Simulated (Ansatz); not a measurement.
BN (h-BN type, space group P6_3/mmc)

```cif
data_B2N2
_chemical_formula_sum 'B2 N2'
_space_group_name_H-M_alt 'P63/mmc'
_space_group_IT_number 194
_space_group_name_Hall '-P 6c 2c'
_cell_length_a 2.50644
_cell_length_b 2.50644
_cell_length_c 6.61469
_cell_angle_alpha 90.000
_cell_angle_beta 90.000
_cell_angle_gamma 120.000
loop_
_atom_site_label
_atom_site_type_symbol
_atom_site_symmetry_multiplicity
_atom_site_Wyckoff_symbol
_atom_site_fract_x
_atom_site_fract_y
_atom_site_fract_z
_atom_site_occupancy
B1 B 2 c 0.33333 0.66667 0.25000 1
N1 N 2 d 0.66667 0.33333 0.25000 1
```

This relaxed cell (volume V₀) is scaled evenly in all directions, its shape held. Symmetry pins the atoms to their sites.

Computed with PBE-D3(BJ) (plane waves to 420 eV, PAW, scalar-relativistic; Ansatz, a first-principles code). k mesh 15×15×5 (Γ-centred), Fermi-Dirac smearing 0.05 eV. E stands for the smeared free energy. Compression counts positive. With the shape held, the modulus is that of even scaling; a crystal free to change shape is softer. BN was relaxed with its symmetry unable to fall. The zero of ΔE is the relaxed starting cell.

The scan covers V/V₀ from 0.900 to 1.100 in 9 points.

Q: What pressure does the cell carry at V/V₀ = 0.900?

A: 31.0 GPa.

Q: What is ΔE at V/V₀ = 1.100?

A: 58.7 meV/atom.

Q: What is ΔE at V/V₀ = 0.900?

A: 80.0 meV/atom.

(A scan under strain: stresses follow from slopes of the energy per volume, elastic moduli from its curvatures.)
